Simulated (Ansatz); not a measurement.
The relaxed structure here is a generated cell of NbAs: the first start was made by placing the elements on the sites of a structure type, and the end was not matched to a known phase here, so it may be hypothetical.

One starting cell of NbAs (a generated cell, NbAs placed in the CsCl structure type) was relaxed twice with Ansatz (plane waves, PAW, scalar-relativistic): with r2SCAN at 500 eV and with PBE at 420 eV. The r2SCAN result:

```
CELL_PARAMETERS angstrom
      3.20890     0.00000     0.00000
      0.00000     3.20890     0.00000
      0.00000     0.00000     3.20890
ATOMIC_POSITIONS crystal
  Nb 0.00000 0.00000 0.00000
  As 0.50000 0.50000 0.50000
```

```json
[
 {"quantity": "space group", "r2SCAN": "Pm-3m", "PBE": "Pm-3m"},
 {"quantity": "volume (Å³/atom)", "r2SCAN": "16.52", "PBE": "16.66"},
 {"quantity": "a (Å)", "r2SCAN": "3.209", "PBE": "3.218"},
 {"quantity": "gap (eV, no spin-orbit coupling)", "r2SCAN": "0.00", "PBE": "0.00"}
]
```

Both levels end in the same structure; PBE's volume is 0.8 % larger. Neither column is exact.

No spin polarisation in the result.

The run could not lose the symmetry of its start, so the end can be a saddle point.

All atoms sit on sites fixed by symmetry, so only the cell could relax.

Ansatz is a program for electronic structure.
